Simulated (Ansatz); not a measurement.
LiH:
```xyz
2
Lattice="0.0000 2.0034 2.0034 2.0034 0.0000 2.0034 2.0034 2.0034 0.0000" Properties=species:S:1:pos:R:3 pbc="T T T"
Li     0.0000     0.0000     0.0000
H      2.0034     2.0034     2.0034
```

Relaxed with PBE.

Problem. Decompose the optical modes at the zone centre into irreducible representations, and say which are infrared and Raman allowed.

Solution. Point group m-3m: Γ_opt = T1u. Infrared: T1u. Raman: none.

Problem. Assign frequencies (DFPT, plane-wave PAW PBE (Ansatz code); without the LO–TO term).

Solution. T1u 585 cm⁻¹.

Space group Fm-3m (rock salt). Symmetry was held in the PBE relaxation; phonons on a q-mesh show no instability.

Potentials: the later of the program's two PAW sets.
